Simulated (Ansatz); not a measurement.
**⁴³Ca NMR of the central transition in Ca₂LaTaO₆**

Cell: a Materials Project structure (computed, not necessarily an observed phase).

```cif
data_Ca2LaTaO6
_symmetry_space_group_name_H-M 'Pc'
_symmetry_Int_Tables_number 7
_cell_length_a 5.6650
_cell_length_b 5.9136
_cell_length_c 9.9272
_cell_angle_alpha 90.000
_cell_angle_beta 124.605
_cell_angle_gamma 90.000
loop_
_atom_site_label
_atom_site_type_symbol
_atom_site_symmetry_multiplicity
_atom_site_Wyckoff_symbol
_atom_site_fract_x
_atom_site_fract_y
_atom_site_fract_z
Ca1 Ca 2 a 0.2706 0.8045 0.7553
Ca3 Ca 2 a 0.4997 0.7525 0.5005
La La 2 a 0.7319 0.6958 0.2455
Ta Ta 2 a 0.9980 0.2474 0.4985
O9 O 2 a 0.7561 0.0319 0.9307
O11 O 2 a 0.2403 0.4706 0.0684
O13 O 2 a 0.1159 0.1946 0.7291
O15 O 2 a 0.8867 0.2991 0.2708
O17 O 2 a 0.3395 0.0704 0.5527
O19 O 2 a 0.6612 0.4275 0.4486
```

One atom of each set is listed.

Method: Kohn–Sham DFT in Ansatz, PBE, plane waves and PAW, scalar-relativistic, 420 eV cutoff, Γ-centred 5×4×3 k-points, Fermi–Dirac smearing 0.02 eV.

⁴³Ca has I = 7/2 and Q = -40.80 mb (Pyykkö 2018); at 16.4 T its Larmor frequency is ν₀ = 47.1 MHz. Only the quadrupole interaction is simulated: positions count from each site's isotropic chemical shift, and J coupling is left out, as are shift anisotropy and dipolar coupling, which fast spinning averages.

The Ca sites: Ca1 (2 atoms; 8 O at 2.35–3.02 Å; also 2 Ca at 3.30–3.45 Å, 1 O at 3.46 Å); Ca3 (2 atoms; 6 O at 2.27–2.34 Å).

Fitted components of the simulated spectrum:

```tsv
component	|C_Q| (MHz)	η
A	1.20	0.85
B	2.58	0.59
```

(1) Which site most likely gives which component?

## Answers

(1) By the calculation, A is Ca3, B is Ca1. Like point charges on the first shell alone (each adding as 1/d³) would put Ca3 above Ca1: the covalent part of each bond and the atoms beyond the first shell count as well.
